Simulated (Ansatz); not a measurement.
## Er4Se: from a guess to a relaxed structure

These are results of DFT PBE, scalar-relativistic, plane waves, PAW, and for the lanthanide a 4f-in-core norm-conserving potential, in Ansatz 0.2.0, not measurements. Cutoff 770 eV, Gaussian smearing, Γ-centred meshes. Cell and atoms relax first on a coarse mesh and then on a finer one. In between, the cell is made exact in the group found at 0.06 Å. In metals the finer mesh still leaves noise of several meV/atom or more. The steps can't lower the symmetry of their start. No spin polarisation.

Recipe of this trial structure of Er4Se: random cell by space group and Wyckoff sites (R-3m, No. 166). The dimensions are guesses.

```
Er Se
1.0
     3.09957    1.78954    4.50766
    -3.09957    1.78954    4.50766
     0.00000   -3.57908    4.50766
Er Se
4 1
Direct
  0.50000 0.50000 0.00000
  0.00000 0.50000 0.50000
  0.50000 0.00000 0.50000
  0.50000 0.50000 0.50000
  0.00000 0.00000 0.00000
```

The zero of energy is the elements' standard structures at the same level; no fitted shifts are applied.

Problem. Where does the relaxation end?

Solution. The symmetry stays R-3m (No. 166). The volume per atom grows by 31.0 %, from 30.0 to 39.3 Å³. The shortest distance goes from 2.88 Å (Er–Er) to 3.10 Å (Er–Se and Er–Er). The ratio c/a of the conventional cell changes by a factor of 1.31. The energy falls by about 0.32 eV/atom (the start's value is from the coarse mesh). Conventional cell: a = 6.203 Å, c = 17.693 Å. Er on a site of symmetry 2/m has 2 Se at 3.10 Å, 4 Er at 3.10 Å and 2 Er at 3.45 Å; Er on a site of symmetry -3m has 6 Er at 3.45 Å; around Se lie 6 Er at 3.10 Å.

```cif
data_structure
_symmetry_space_group_name_H-M 'P 1'
_symmetry_Int_Tables_number 1
_cell_length_a 6.8997
_cell_length_b 6.8997
_cell_length_c 6.8997
_cell_angle_alpha 53.423
_cell_angle_beta 53.423
_cell_angle_gamma 53.423
_cell_volume 196.50
loop_
_atom_site_label
_atom_site_type_symbol
_atom_site_fract_x
_atom_site_fract_y
_atom_site_fract_z
_atom_site_occupancy
Er1 Er 0.50000 0.50000 0.00000 1
Er2 Er 0.00000 0.50000 0.50000 1
Er3 Er 0.50000 0.00000 0.50000 1
Er4 Er 0.50000 0.50000 0.50000 1
Se1 Se 0.00000 0.00000 0.00000 1
```

Problem. Give its energy and gap.

Solution.

| Property | Result |
| --- | --- |
| Formation energy | +0.41 eV/atom |
| Gap on the 6×6×6 mesh of the 5-atom cell | 0 eV (a metal) |

A positive value: parting into the elements would lower its energy.

The last run used Gaussian smearing of 0.10 eV. The reference form of Se is held partly by dispersion forces, which this level lacks. A structure relaxed within its symmetry needn't be a true minimum. Another cell of Er4Se relaxed alike, in P4/mmm, lies 0.82 eV/atom lower, so this cell isn't the stable form at this level.

The lanthanide is trivalent by construction, without f bands, f moments or other valences. The reference runs of the other elements, and any phases without the lanthanide, used 420 eV, which shifts energies against them by under 10 meV/atom. The lanthanide's reference is the lowest of its hcp, dhcp and fcc cells.
